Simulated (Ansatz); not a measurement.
Relaxed-ion elastic tensor of As in space group Pm-3m (No. 221; As on 1b) in GPa (Voigt order), the program Ansatz at the PBEsol level (PAW); density 6.40 g/cm³, 19.44 Å³ per atom.

|  | 1 | 2 | 3 | 4 | 5 | 6 |
|---|---|---|---|---|---|---|
| 1 | 228 | 19.5 | 19.5 | 0.0 | 0.0 | 0.0 |
| 2 | 19.5 | 228 | 19.5 | 0.0 | 0.0 | 0.0 |
| 3 | 19.5 | 19.5 | 228 | 0.0 | 0.0 | 0.0 |
| 4 | 0.0 | 0.0 | 0.0 | 27.4 | 0.0 | 0.0 |
| 5 | 0.0 | 0.0 | 0.0 | 0.0 | 27.4 | 0.0 |
| 6 | 0.0 | 0.0 | 0.0 | 0.0 | 0.0 | 27.4 |

Is the crystal mechanically stable?

Yes: the smallest eigenvalue of C is 27.4 GPa.

Work out the Voigt, Reuss and Hill averages.

K_V = 89.1, K_R = 89.1, K_H = 89.1; G_V = 58.3, G_R = 38.9, G_H = 48.6 GPa.

Give Young's modulus, Poisson's ratio, Pugh's ratio and the universal anisotropy index.

E = 9KG/(3K + G) = 123 GPa; ν = 0.27; K/G = 1.83 (near the Pugh limit of 1.75, no verdict); A_U = 5G_V/G_R + K_V/K_R − 6 = 2.48.

Estimate the sound speeds and the Debye temperature.

v_l = √((K + 4G/3)/ρ) = 4900 m/s, v_t = √(G/ρ) = 2760 m/s, mean 3070 m/s; Θ = (h/k)(3n/4πV)^(1/3) v_m = 340 K.

Give the Zener ratio and Young's modulus along [100], [110] and [111].

A = 2C44/(C11 − C12) = 0.26; 1/E = S11 − 2(S11 − S12 − S44/2)Γ with Γ = 0, 1/4, 1/3 gives 225, 89.7, 74.7 GPa.

Solve the Christoffel equation for the three sound speeds along [100], [110], [111].

Eigenvalues of C_ijkl n_j n_l equal ρv². In km/s, slowest first: [100] 2.07, 2.07, 5.97; [110] 2.07, 4.04, 4.86; [111] 3.51, 3.51, 4.43.

The workflow started from a Materials Project entry (that database holds measured and hypothetical structures alike); the Crystallography Open Database copy checked does not list it. It is not the phase usual at ambient conditions (space group No. 166). Symmetry was held in the PBEsol relaxation; its stability against distortions is not shown here. As this level gives no gap, shear constants depend on the k-mesh and smearing (Fermi–Dirac, 0.1 eV here).

Potentials: the later of the program's two PAW sets.
